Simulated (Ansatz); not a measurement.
HfO2 (baddeleyite type, space group P2_1/c)

```yaml
crystal:
  lattice:
    - [5.16120, 0.00000, 0.00000]
    - [0.00000, 5.21182, 0.00000]
    - [-0.89809, 0.00000, 5.27640]
  atoms:
    - { symbol: Hf, position: [0.27574, 0.04289, 0.20837] }
    - { symbol: Hf, position: [0.72426, 0.54289, 0.29163] }
    - { symbol: Hf, position: [0.72426, 0.95711, 0.79163] }
    - { symbol: Hf, position: [0.27574, 0.45711, 0.70837] }
    - { symbol: O, position: [0.06715, 0.32865, 0.34844] }
    - { symbol: O, position: [0.93285, 0.82865, 0.15156] }
    - { symbol: O, position: [0.93285, 0.67135, 0.65156] }
    - { symbol: O, position: [0.06715, 0.17135, 0.84844] }
    - { symbol: O, position: [0.44917, 0.75721, 0.47664] }
    - { symbol: O, position: [0.55083, 0.25721, 0.02336] }
    - { symbol: O, position: [0.55083, 0.24279, 0.52336] }
    - { symbol: O, position: [0.44917, 0.74279, 0.97664] }
```

A phonon eigenvector at Γ is frozen into this cell: atom i moves by Q times the vector below, so Q is the largest atomic displacement, in Å. The cell is held.

| atom | x | y | z |
|---|---|---|---|
| Hf1 | -0.040 | -0.004 | 0.016 |
| Hf2 | -0.040 | 0.004 | 0.016 |
| Hf3 | -0.040 | -0.004 | 0.016 |
| Hf4 | -0.040 | 0.004 | 0.016 |
| O5 | -0.068 | -0.881 | -0.468 |
| O6 | -0.068 | 0.881 | -0.468 |
| O7 | -0.068 | -0.881 | -0.468 |
| O8 | -0.068 | 0.881 | -0.468 |
| O9 | 0.514 | -0.221 | 0.285 |
| O10 | 0.514 | 0.221 | 0.285 |
| O11 | 0.514 | -0.221 | 0.285 |
| O12 | 0.514 | 0.221 | 0.285 |

All values below come from PBE (plane waves to 420 eV, PAW, scalar-relativistic; Ansatz, a first-principles code). k mesh 5×5×5 (Γ-centred), Fermi-Dirac smearing 0.05 eV. The energy includes the smearing's −TS. HfO2 is run without spin polarisation. HfO2 was relaxed with its symmetry unable to fall. Spin-orbit coupling is left out, though Hf is heavy. ΔE is measured from the undisplaced structure.

| Q (Å) | ΔE (meV/cell) |
|---|---|
| -0.180 | 1280 |
| -0.150 | 885 |
| -0.120 | withheld |
| -0.090 | 317 |
| -0.060 | 141 |
| -0.030 | 35 |
| 0.000 | 0 |
| 0.030 | 35 |
| 0.060 | 141 |
| 0.090 | 317 |
| 0.120 | withheld |
| 0.150 | 885 |
| 0.180 | 1280 |

Problem. Fit an even polynomial form (powers 2, 4) to the given rows and predict ΔE at Q = -0.120.

Solution. Least squares on the 11 given rows: ΔE = (38990)·Q² + (15730)·Q⁴, in meV/cell with Q in Å; root-mean-square residual 0.2 meV/cell. At -0.120 the fit gives 565 meV/cell; the calculation gives 565 meV/cell, the same to the digits shown. The quadratic term alone would give 561 meV/cell.

(For displaced atoms, the force is minus the slope of the energy, and its curvature is a force constant, which sets phonon frequencies.)
